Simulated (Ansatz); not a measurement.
MoN$_{2}$ in space group P4/mbm (No. 127; Mo on 2a, N on 4h) under volume change, plane-wave PAW PBE (Ansatz code), shape and atoms relaxed at each volume.

```
V (Å³/atom)  E − E(relaxed) (meV/atom)  P (GPa)
-----------  -------------------------  -------
7.838                             87.4    39.45
8.096                             36.5    24.02
8.354                              8.6    10.99
8.613                              0.0     0.00
8.871                              7.7    -9.25
9.130                             29.0   -17.01
9.388                             61.8   -23.48
```

**Question.** What does a third-order Birch–Murnaghan fit give for V₀, B₀ and B′?

**Answer.** V₀ = 8.61 Å³/atom, B₀ = 335 GPa, B′ = 4.7.

The first step of the workflow began from a Materials Project structure, measured or hypothetical; the Crystallography Open Database copy checked does not list it. Whether it is the stable phase at ambient conditions was not checked. The cell was relaxed with PBE under the symmetry of its start; its stability against distortions is not shown here. No spin polarisation was allowed.

Potentials: the later of the program's two PAW sets.
